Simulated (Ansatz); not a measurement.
## Property card for CdSe

CdSe:
```
CdSe
1.0
    0.00000     2.84387     2.84387
    2.84387     0.00000     2.84387
    2.84387     2.84387     0.00000
Cd Se
1 1
Direct
  0.50000   0.50000   0.50000
  0.00000   0.00000   0.00000
```

Space group Fm-3m (No. 225), rock salt; conventional cell a = b = c = 5.6877 Å, α = β = γ = 90.00°.

Method: HSE06 (plane waves, PAW; program Ansatz). The cell and atoms are relaxed at this level. Other levels are named where they apply.

### Cell and energy

```json
{
  "volume_per_atom": "23.00 Å³",
  "density": "6.91 g/cm³"
}
```

### Electronic structure

```json
{
  "band_gap": "0.34 eV (indirect)",
  "valence_band_maximum": "on the K–Γ line, 48 % of the way from K",
  "conduction_band_minimum": "at X (3 equivalent valleys)",
  "smallest_direct_gap_on_the_standard_path": "1.79 eV"
}
```

### Mechanics

```json
{
 "Bulk modulus (Birch–Murnaghan fit)": "68.5 GPa",
 "Pressure derivative B′": "4.7"
}
```

### Charges

```json
{
  "bader_charges": "Cd +0.92, Se -0.92 e"
}
```

This is a known high-pressure phase of the composition, computed here at zero pressure and temperature. The HSE06 relaxation kept the symmetry of its start; its stability against distortions is not shown here. The hybrid was solved on a coarse mesh, the path and, where they were found, the r²SCAN edge points; its band edges are the extreme levels among these. Spin–orbit coupling is left out wherever it is not named.

Potentials: the later of the program's two PAW sets.
